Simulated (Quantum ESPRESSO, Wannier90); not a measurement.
# TaS2 (R-3m), plane waves to Wannier functions

Structure: Materials Project mp-555037, symmetrised, not relaxed again. COD (Crystallography Open Database) has the formula in 4 space groups, this one among them (matched by group alone). Level: PBEsol, no spin polarisation, no spin-orbit coupling; pw.x of Quantum ESPRESSO at 47 Ry with PseudoDojo potentials, 10×10×10 k-points, Wannier90. Density: 10×10×10 mesh, cold smearing 0.01 Ry. The cell is built of weakly bound layers, chains or molecules, whose nearest atoms lie 3.85 Å apart. Database cells relaxed without dispersion often hold them too far apart, which can enlarge gaps and weakens couplings between them; spacing and stacking were not compared with the measured crystal. Spin-orbit coupling is left out although heavy elements are present.

Input w.win:

```
num_bands = 21
num_wann = 11
exclude_bands = 1-6
num_iter = 0
conv_tol = 1.0e-6
conv_window = 4
dis_num_iter = 1000
dis_conv_tol = 1.0e-6
dis_froz_max = 10.50
write_hr = true
write_u_matrices = true
begin projections
Ta: d
S: p
end projections
begin unit_cell_cart
ang
   -1.6917200017    2.9301449951    0.0000000000
   -3.3834400034    0.0000000000    0.0000000000
   -1.6917200017    0.9767149984    6.3514130000
end unit_cell_cart
begin atoms_frac
Ta   0.0000000000  0.0000000000  0.0000000000
S    0.2538730000  0.2538730000  0.2383810000
S   -0.2538730000 -0.2538730000 -0.2383810000
end atoms_frac
mp_grid = 10 10 10
begin kpoints
0.0000000000 0.0000000000 0.0000000000
0.0000000000 0.0000000000 0.1000000000
0.0000000000 0.0000000000 0.2000000000
... (997 more lines: the 10x10x10 mesh through Gamma)
end kpoints
```

On the energy scale of pw.x, whose zero is arbitrary, the Fermi level lies at 9.00 eV. Lines of w_hr.dat (R1 R2 R3 m n Re Im, eV) for R = 0 and one of the shortest lattice vectors, rounded to 0.01 eV, lines under 0.02 eV left out; orbitals in order: Ta1 dz2, Ta1 dxz, Ta1 dyz, Ta1 dx2-y2, Ta1 dxy, S2 pz, S2 px, S2 py, S3 pz, S3 px, S3 py.

```
    0    0    0    1    1     9.20     0.00
    0    0    0    6    1    -0.76     0.00
    0    0    0    7    1    -0.51     0.00
    0    0    0    8    1     0.29     0.00
    0    0    0    9    1     0.76     0.00
    0    0    0   10    1     0.51     0.00
    0    0    0   11    1    -0.29     0.00
    0    0    0    2    2    10.39     0.00
    0    0    0    5    2     0.82     0.00
    0    0    0    6    2    -0.74     0.00
    0    0    0    7    2     1.17     0.00
    0    0    0    8    2    -1.09     0.00
    0    0    0    9    2     0.74     0.00
    0    0    0   10    2    -1.17     0.00
    0    0    0   11    2     1.09     0.00
    0    0    0    3    3    10.39     0.00
    0    0    0    4    3     0.82     0.00
    0    0    0    6    3     0.43     0.00
    0    0    0    7    3    -1.09     0.00
    0    0    0    8    3    -0.09     0.00
    0    0    0    9    3    -0.43     0.00
    0    0    0   10    3     1.09     0.00
    0    0    0   11    3     0.09     0.00
    0    0    0    3    4     0.82     0.00
    0    0    0    4    4     9.52     0.00
    0    0    0    6    4     0.57     0.00
    0    0    0    7    4     0.09     0.00
    0    0    0    8    4     0.86     0.00
    0    0    0    9    4    -0.57     0.00
    0    0    0   10    4    -0.09     0.00
    0    0    0   11    4    -0.86     0.00
    0    0    0    2    5     0.82     0.00
    0    0    0    5    5     9.52     0.00
    0    0    0    6    5    -0.98     0.00
    0    0    0    7    5     0.76     0.00
    0    0    0    8    5     0.09     0.00
    0    0    0    9    5     0.98     0.00
    0    0    0   10    5    -0.76     0.00
    0    0    0   11    5    -0.09     0.00
    0    0    0    1    6    -0.76     0.00
    0    0    0    2    6    -0.74     0.00
    0    0    0    3    6     0.43     0.00
    0    0    0    4    6     0.57     0.00
    0    0    0    5    6    -0.98     0.00
    0    0    0    6    6     6.61     0.00
    0    0    0    9    6    -0.14     0.00
    0    0    0    1    7    -0.51     0.00
    0    0    0    2    7     1.17     0.00
    0    0    0    3    7    -1.09     0.00
    0    0    0    4    7     0.09     0.00
    0    0    0    5    7     0.76     0.00
    0    0    0    7    7     6.70     0.00
    0    0    0   10    7    -0.14     0.00
    0    0    0    1    8     0.29     0.00
    0    0    0    2    8    -1.09     0.00
    0    0    0    3    8    -0.09     0.00
    0    0    0    4    8     0.86     0.00
    0    0    0    5    8     0.09     0.00
    0    0    0    8    8     6.70     0.00
    0    0    0   11    8    -0.15     0.00
    0    0    0    1    9     0.76     0.00
    0    0    0    2    9     0.74     0.00
    0    0    0    3    9    -0.43     0.00
    0    0    0    4    9    -0.57     0.00
    0    0    0    5    9     0.98     0.00
    0    0    0    6    9    -0.14     0.00
    0    0    0    9    9     6.61     0.00
    0    0    0    1   10     0.51     0.00
    0    0    0    2   10    -1.17     0.00
    0    0    0    3   10     1.09     0.00
    0    0    0    4   10    -0.09     0.00
    0    0    0    5   10    -0.76     0.00
    0    0    0    7   10    -0.14     0.00
    0    0    0   10   10     6.70     0.00
    0    0    0    1   11    -0.29     0.00
    0    0    0    2   11     1.09     0.00
    0    0    0    3   11     0.09     0.00
    0    0    0    4   11    -0.86     0.00
    0    0    0    5   11    -0.09     0.00
    0    0    0    8   11    -0.15     0.00
    0    0    0   11   11     6.70     0.00
   -1    0    0    1    1    -0.27     0.00
   -1    0    0    2    1     0.12     0.00
   -1    0    0    3    1     0.07     0.00
   -1    0    0    4    1    -0.22     0.00
   -1    0    0    5    1    -0.37     0.00
   -1    0    0    6    1     0.04     0.00
   -1    0    0    7    1    -0.03     0.00
   -1    0    0    8    1    -0.02     0.00
   -1    0    0    9    1     0.76     0.00
   -1    0    0   11    1     0.59     0.00
   -1    0    0    1    2     0.12     0.00
   -1    0    0    2    2    -0.06     0.00
   -1    0    0    3    2     0.12     0.00
   -1    0    0    4    2     0.29     0.00
   -1    0    0    5    2     0.03     0.00
   -1    0    0    6    2     0.02     0.00
   -1    0    0   10    2     0.71     0.00
   -1    0    0    1    3     0.07     0.00
   -1    0    0    2    3     0.12     0.00
   -1    0    0    3    3    -0.20     0.00
   -1    0    0    4    3    -0.30     0.00
   -1    0    0    5    3     0.29     0.00
   -1    0    0    6    3    -0.05     0.00
   -1    0    0    7    3     0.03     0.00
   -1    0    0    9    3     0.86     0.00
   -1    0    0   11    3    -1.79     0.00
   -1    0    0    1    4    -0.22     0.00
   -1    0    0    2    4     0.29     0.00
   -1    0    0    3    4    -0.30     0.00
   -1    0    0    4    4    -0.06     0.00
   -1    0    0    5    4    -0.28     0.00
   -1    0    0    9    4     1.14     0.00
   -1    0    0   11    4    -0.71     0.00
   -1    0    0    1    5    -0.37     0.00
   -1    0    0    2    5     0.03     0.00
   -1    0    0    3    5     0.29     0.00
   -1    0    0    4    5    -0.28     0.00
   -1    0    0    5    5    -0.38     0.00
   -1    0    0    6    5     0.07     0.00
   -1    0    0    7    5    -0.04     0.00
   -1    0    0    8    5    -0.02     0.00
   -1    0    0   10    5    -0.91     0.00
   -1    0    0    1    6    -0.76     0.00
   -1    0    0    3    6    -0.86     0.00
   -1    0    0    4    6    -1.14     0.00
   -1    0    0    6    6    -0.18     0.00
   -1    0    0    7    6     0.11     0.00
   -1    0    0    8    6    -0.07     0.00
   -1    0    0    9    6     0.45     0.00
   -1    0    0   10    6    -0.31     0.00
   -1    0    0   11    6    -0.18     0.00
   -1    0    0    2    7    -0.71     0.00
   -1    0    0    5    7     0.91     0.00
   -1    0    0    7    7     0.11     0.00
   -1    0    0    8    7    -0.25     0.00
   -1    0    0    9    7    -0.31     0.00
   -1    0    0   10    7     0.10     0.00
   -1    0    0   11    7     0.21     0.00
   -1    0    0    1    8    -0.59     0.00
   -1    0    0    3    8     1.79     0.00
   -1    0    0    4    8     0.71     0.00
   -1    0    0    6    8     0.13     0.00
   -1    0    0    7    8    -0.51     0.00
   -1    0    0    8    8     0.56     0.00
   -1    0    0    9    8    -0.18     0.00
   -1    0    0   10    8     0.21     0.00
   -1    0    0   11    8    -0.14     0.00
   -1    0    0    1    9    -0.04     0.00
   -1    0    0    2    9    -0.02     0.00
   -1    0    0    3    9     0.05     0.00
   -1    0    0    5    9    -0.07     0.00
   -1    0    0    9    9    -0.18     0.00
   -1    0    0   11    9     0.13     0.00
   -1    0    0    1   10     0.03     0.00
   -1    0    0    3   10    -0.03     0.00
   -1    0    0    5   10     0.04     0.00
   -1    0    0    9   10     0.11     0.00
   -1    0    0   10   10     0.11     0.00
   -1    0    0   11   10    -0.51     0.00
   -1    0    0    1   11     0.02     0.00
   -1    0    0    5   11     0.02     0.00
   -1    0    0    9   11    -0.07     0.00
   -1    0    0   10   11    -0.25     0.00
   -1    0    0   11   11     0.56     0.00
```
